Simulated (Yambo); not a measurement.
Yambo run on CuI (space group P-3m1, No. 164). The wavefunctions are norm-conserving PBEsol (Quantum ESPRESSO, 92 Ry, with spin-orbit coupling) ones on a 3×3×2 mesh (52 occupied bands); a = 4.0675 Å, b = 4.0675 Å, c = 7.0955 Å, α = 90.00°, β = 90.00°, γ = 120.00°.

Yambo input:

```
rim_cut
HF_and_locXC
RandQpts= 1000000
RandGvec= 1 Ry
EXXRLvcs= 92 Ry
VXCRLvcs= 368 Ry
% QPkrange
 1 | 1 | 50 | 54 |
 2 | 2 | 52 | 53 |
 5 | 5 | 52 | 53 |
 6 | 6 | 52 | 53 |
%
```

k points by index: 1 = Γ, 2 = A, 5 = K, 6 = H.

Resulting energies as the program prints them:

```
#    K-point    Band    Eo [eV]    Ehf [eV]    Vxc [eV]    Vnlxc [eV]
#
    1    50    -0.325678    -4.490117    -19.67085    -23.83529
    1    51    0.000000    -4.142178    -19.40594    -23.54811
    1    52    0.000000    -4.142178    -19.40594    -23.54811
    1    53    1.233236    5.415474    -10.67833    -6.496096
    1    54    1.233236    5.415474    -10.67833    -6.496096
    2    52    -0.182958    -4.559456    -19.77050    -24.14700
    2    53    2.741919    7.395564    -11.97356    -7.319920
    5    52    -0.796678    -7.440829    -27.43121    -34.07536
    5    53    2.366791    5.692853    -11.05984    -7.733780
    6    52    -1.065856    -8.078024    -27.88506    -34.89722
    6    53    2.696036    6.754263    -13.12485    -9.066623
```
Exchange alone, without screening.

Geometry relaxed with PBE+D3(BJ).

This is not the ordinary phase of the substance; no match was found in the copy of COD used, and its stability was not checked.
